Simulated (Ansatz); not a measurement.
# CaTi₂O₅: ¹⁷O NMR of the central transition

Cell: a Materials Project structure (computed, not necessarily an observed phase), taken as it stands.

```xyz
16
Lattice="1.9077 -5.5502 0.0000 1.9077 5.5502 0.0000 0.0000 0.0000 11.5055" Properties=species:S:1:pos:R:3 pbc="T T T"
Ca    1.9077    4.4570    2.8764
Ca    1.9077   -4.4570    8.6292
Ti    1.9077   -3.2759    1.1146
Ti    1.9077    3.2759   10.3909
Ti    1.9077    3.2759    6.8674
Ti    1.9077   -3.2759    4.6382
O     1.9077    2.3813    8.6292
O     1.9077   -2.3813    2.8764
O     1.9077   -2.8743    6.6239
O     1.9077    2.8743    4.8816
O     1.9077    2.8743    0.8712
O     1.9077   -2.8743   10.6344
O     1.9077   -4.9465    1.3902
O     1.9077    4.9465   10.1153
O     1.9077   -4.9465    4.3625
O     1.9077    4.9465    7.1430
```

Atoms are numbered from 1 in the order listed; like atoms form one site, named after its first atom.

The numbers come from a DFT calculation in Ansatz (PBE, plane waves and PAW, scalar-relativistic, 420 eV cutoff, Γ-centred 6×6×2 k-points, Fermi–Dirac smearing 0.02 eV).

¹⁷O has I = 5/2 and Q = -25.58 mb (Pyykkö 2018); at 7.05 T its Larmor frequency is ν₀ = 40.7 MHz. Only the quadrupole interaction is simulated: positions count from each site's isotropic chemical shift, and J coupling is left out, as are shift anisotropy and dipolar coupling, which fast spinning averages.

Problem. Give C_Q, η, the quadrupolar product P_Q = |C_Q|(1 + η²/3)^½, the second-order isotropic shift and the breadth of the pattern (fast magic-angle spinning) for each O site.

Solution. 

```
site                               first shell  C_Q (MHz)     η  P_Q (MHz)  δ_QIS (ppm)  breadth (kHz)
  O7            2 Ti at 1.98 Å, 2 Ca at 2.30 Å      -1.38  0.40       1.41        -7.23          0.681
  O9  3 Ti at 2.01–2.03 Å; also 1 Ca at 2.55 Å       1.62  0.74       1.76        -11.2           1.04
 O13       1 Ti at 1.69 Å; also 1 Ca at 2.26 Å     -0.550  0.65      0.587        -1.25          0.117
```

δ_QIS = −(ν_Q²/30ν₀²)[I(I+1) − 3/4](1 + η²/3) × 10⁶ ppm with ν_Q = 3|C_Q|/[2I(2I−1)]; it falls as 1/B₀² in ppm, and the breadth as 1/B₀ in kHz.

The largest force is 0.5 eV/Å, so the atoms aren't at the calculated equilibrium and relaxing them would move these values.

Hardware: 1 thread of Arm Neoverse N1 (aarch64; 8 cores open to the job, memory cap 2.5 GiB, no GPU), a shared host with a load of 0.3 a core. Wall time 81 s, CPU time 81 s, peak memory 0.75 GiB.
